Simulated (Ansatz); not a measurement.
According to the program Ansatz at the PBEsol level (PAW), GaRu$_{3}$C in the anti-perovskite structure (Pm-3m) relaxes to a = 3.978 Å. Ga has 12 nearest neighbours from 2.81 Å (cuboctahedral); C has 6 nearest neighbours from 1.99 Å (octahedral). Against the elements it lies at 0.056 eV/atom, with no fitted shifts.

Electronic character: metallic (no gap). Gap from PBEsol with spin–orbit coupling: none (metallic).

An equation-of-state fit gives a bulk modulus of 275 GPa. The relaxed-ion elastic constants in GPa are C11 = 547, C12 = 140, C44 = 103. The elastic constants imply a Debye temperature near 522 K. The highest mode at Γ lies at 565 cm⁻¹.

The start of the workflow was typed in or built on a structure type; neither database checked (COD, Materials Project) lists it. Its standing as an ambient phase is unchecked. The cell was relaxed with PBEsol under the symmetry of its start; phonons show weakly imaginary modes. No spin polarisation was allowed. As this level gives no gap, shear constants depend on the k-mesh and smearing (Fermi–Dirac, 0.1 eV here). As this level gives no gap, phonon frequencies hold no LO–TO term and depend on the k-mesh and smearing (Fermi–Dirac, 0.1 eV here). The references are the lowest solids computed at this level, not always the standard phases. Spin–orbit coupling is left out wherever it is not named.

Potentials: the earlier of the program's two PAW sets. The files were generated under PBE; for other functionals the program regenerates the frozen cores, and for LDA and PBEsol the local potential too.
